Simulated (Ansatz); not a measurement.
GdN in the rocksalt structure

**What was measured.** A cell as deposited of cubic GdN (space group Fm-3m), temperature not stated, from the Crystallography Open Database (1963), has a = 4.999 Å and 15.62 Å³/atom.

Level of theory: DFT, r²SCAN, scalar-relativistic, collinear spin; plane waves to 500 eV with PAW datasets (Ansatz 0.2.0), Γ-centred 12×12×12 mesh, 0.05 eV Gaussian smearing. The datasets are Ansatz's generated set soft_2.

Space group Fm-3m (No. 225). a = 4.973 Å, b = 4.973 Å, c = 4.973 Å, α = 90.00°, β = 90.00°, γ = 90.00°
```json
{"atom": "Gd", "site": "4b", "symmetry": "m-3m", "x": "0.5000", "y": "0.0000", "z": "0.0000"}
{"atom": "N", "site": "4a", "symmetry": "m-3m", "x": "0.0000", "y": "0.0000", "z": "0.0000"}
```

The start was a prototype's sites filled with these elements; the Crystallography Open Database holds the compound in this structure.

Magnetic state: ferromagnetic, site spin moments Gd 6.93; N -0.14 μB.

The cell above was scaled in volume, its shape and atoms being fixed by the lattice's symmetry. Energies are counted from the cell above.

The cell is relaxed to zero pressure at this level.

```csv
V (Å³/atom),ΔE (meV/atom),P from the stress (GPa)
14.759,13.31,7.12
15.067,3.27,3.41
15.374,0.00,0.05
15.682,2.85,-2.97
15.989,11.23,-5.71
16.450,32.96,-9.30
```

Q: Do the energies and the pressures agree? Compare −ΔE/ΔV between neighbouring points (1 meV/Å³ = 0.1602 GPa) with the mean of their pressures.

A: 
```json
{"interval (Å³/atom)": "14.76 to 15.07", "−ΔE/ΔV (GPa)": "5.2", "mean P (GPa)": "5.3"}
{"interval (Å³/atom)": "15.07 to 15.37", "−ΔE/ΔV (GPa)": "1.7", "mean P (GPa)": "1.7"}
{"interval (Å³/atom)": "15.37 to 15.68", "−ΔE/ΔV (GPa)": "-1.5", "mean P (GPa)": "-1.5"}
{"interval (Å³/atom)": "15.68 to 15.99", "−ΔE/ΔV (GPa)": "-4.4", "mean P (GPa)": "-4.3"}
{"interval (Å³/atom)": "15.99 to 16.45", "−ΔE/ΔV (GPa)": "-7.5", "mean P (GPa)": "-7.5"}
```
They differ by 0.05 GPa at most.

Q: What do the two routes give for V0, B0 and B0′?

A: A third-order Birch–Murnaghan fit of the energies: V0 = 15.38 Å³/atom, B0 = 159 GPa, B0′ = 4.2. A polynomial of P in ln V, with B = −dP/d ln V at P = 0: V0 = 15.38 Å³/atom, B0 = 159 GPa, B0′ = 4.1.

B0·V0 = 159.0 GPa × 15.38 Å³ = 15.26 eV/atom sets the scale: near the minimum ΔE ≈ ½ B0 V0 x², with x = V/V0 − 1, and a pressure of 1.6 GPa squeezes the volume by about 1 %. At the ends of the curve: x = −4.0 % predicts 12.4 meV/atom and the run gives 13.3; x = +7.0 % predicts 37.0 meV/atom and the run gives 33.0. The curve is steeper than the parabola on the compressed side and flatter on the expanded side: the bulk modulus rises with pressure.

**Comparison.** The computed cell (4.973 Å, 15.37 Å³/atom) differs from the database's by −1.5 % in volume, about −0.5 % in length. The static lattice lacks zero-point motion and thermal expansion, roughly 0.5 to 1.3 % in volume at 300 K (room temperature assumed) by Grüneisen's rule, γ·3k_BT/(B0·V0) with γ of 1 to 2.5; that is too little for this miss.

Exchange splits the half-filled 4f shell away from the Fermi level; the metal comes from a small overlap of other bands, which can be the functional's gap error. These numbers lack spin–orbit coupling. The run wasn't fully tested for a lower electronic state. Site moments are of spin, integrated over atomic spheres.
